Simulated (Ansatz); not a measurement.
**BaSrLaWO6, one structure, two calculations**

Cell: a computed structure from the Materials Project (it need not be an observed phase).

Space group P-1 (No. 2); a = 6.0762, b = 6.1211, c = 8.5926 Å, α = 90.27°, β = 90.87°, γ = 90.24°.

| site | Wyckoff | site symmetry | x | y | z |
| --- | --- | --- | --- | --- | --- |
| Ba | 2i | 1 | 0.5097 | 0.5357 | 0.2482 |
| Sr | 2i | 1 | 0.9905 | 0.0416 | 0.2529 |
| La5 | 1c | -1 | 0.0000 | 0.5000 | 0.0000 |
| La6 | 1f | -1 | 0.5000 | 0.0000 | 0.5000 |
| W7 | 1d | -1 | 0.5000 | 0.0000 | 0.0000 |
| W8 | 1g | -1 | 0.0000 | 0.5000 | 0.5000 |
| O9 | 2i | 1 | 0.2316 | 0.1868 | 0.9558 |
| O10 | 2i | 1 | 0.2637 | 0.6921 | 0.5345 |
| O13 | 2i | 1 | 0.3048 | 0.7345 | 0.9540 |
| O14 | 2i | 1 | 0.1858 | 0.2246 | 0.5457 |
| O17 | 2i | 1 | 0.4108 | 0.9942 | 0.2251 |
| O18 | 2i | 1 | 0.0739 | 0.4742 | 0.2735 |

One atom of each set is listed.

First run. Method: Kohn–Sham DFT in Ansatz, PBE, plane waves and PAW, scalar-relativistic, collinear spin, 420 eV cutoff, Γ-centred 6×6×4 k-points, Fermi–Dirac smearing 0.05 eV. Start moments as typed (μB): 1 on each W, none on the rest.

| site | V_zz (10²¹ V/m²) | η | m (μB) |
| --- | --- | --- | --- |
| Ba | -6.22 | 0.58 | 0.01 |
| Sr | -4.37 | 0.43 | 0.01 |
| La5 | -5.17 | 0.29 | 0.03 |
| La6 | -4.52 | 0.61 | 0.03 |
| W7 | -8.04 | 0.45 | 0.41 |
| W8 | -9.46 | 0.87 | 0.40 |
| O9 | 1.34 | 0.63 | 0.01 |
| O10 | -1.18 | 0.13 | 0.00 |
| O13 | -1.71 | 0.84 | 0.01 |
| O14 | 2.12 | 0.72 | 0.00 |
| O17 | 1.42 | 0.45 | 0.00 |
| O18 | -1.12 | 0.97 | 0.00 |

Second run. The same atoms and settings, except that the functional is r2SCAN and the cutoff is 500 eV.

(1) Given the first result, estimate the second.

## Answers

(1) 

```json
{"site": "Ba", "V_zz": "-6.36", "η": "0.56", "change of V_zz": "-0.14", "m (μB)": "0.00"}
{"site": "Sr", "V_zz": "-4.55", "η": "0.44", "change of V_zz": "-0.18", "m (μB)": "0.00"}
{"site": "La5", "V_zz": "-5.04", "η": "0.34", "change of V_zz": "+0.13", "m (μB)": "0.02"}
{"site": "La6", "V_zz": "-5.03", "η": "0.59", "change of V_zz": "-0.51", "m (μB)": "0.02"}
{"site": "W7", "V_zz": "-20.1", "η": "0.85", "change of V_zz": "-12.03", "m (μB)": "0.44"}
{"site": "W8", "V_zz": "-22.2", "η": "0.79", "change of V_zz": "-12.77", "m (μB)": "0.44"}
{"site": "O9", "V_zz": "1.55", "η": "0.92", "change of V_zz": "+0.21", "m (μB)": "0.01"}
{"site": "O10", "V_zz": "-1.49", "η": "0.21", "change of V_zz": "-0.31", "m (μB)": "0.00"}
{"site": "O13", "V_zz": "1.77", "η": "0.68", "change of V_zz": "–", "m (μB)": "0.01"}
{"site": "O14", "V_zz": "2.43", "η": "0.50", "change of V_zz": "+0.31", "m (μB)": "0.01"}
{"site": "O17", "V_zz": "1.65", "η": "0.32", "change of V_zz": "+0.23", "m (μB)": "0.01"}
{"site": "O18", "V_zz": "-1.46", "η": "0.80", "change of V_zz": "-0.34", "m (μB)": "0.01"}
```

The largest change of V_zz along a kept axis is on W8, from -9.46 to -22.2. In per cent, |V_zz| changes by +2 on Ba, +4 on Sr, -3 to +11 on La, +135 to +150 on W, +15 on O (all sites that start above 2). Where |V_zz| stays above 0.1 and the axes keep their order, η moves most on W7, from 0.45 to 0.85. On W8, O10 V_xx and V_yy change places (or their axes turn by over 50°), so the two values of η hide a larger change. On O13 the largest principal value lies along another axis in the second run, so the two V_zz can't be compared directly.

The run finds no gap above 0.1 eV (a metal, or nearly one), so the gradients can move by 10 % or more with the k-mesh. Without spin–orbit coupling the gradients at and beside W can be off by some per cent, at some sites by more. Semilocal functionals make gaps too small and can close them, so the real compound need not be a metal. All moments are parallel here, as the start or the cell imposes; many such compounds order antiparallel, where fields and spin densities carried over to other atoms largely cancel. The magnetic order is the one that the run reached from its start moments, not necessarily the measured one (the real compound may not order at all).
For the first run: The largest force is 0.9 eV/Å, so the atoms aren't at the calculated equilibrium and relaxing them would move these values.
For the second run: At this cell the r2SCAN pressure is -6 GPa, so with r2SCAN the cell would shrink if it were relaxed. The entry's cell may itself be off. The largest force is 1.0 eV/Å, so the atoms aren't at the calculated equilibrium and relaxing them would move these values. The program didn't check the stability of this electronic state in full, so a lower one may lie near.
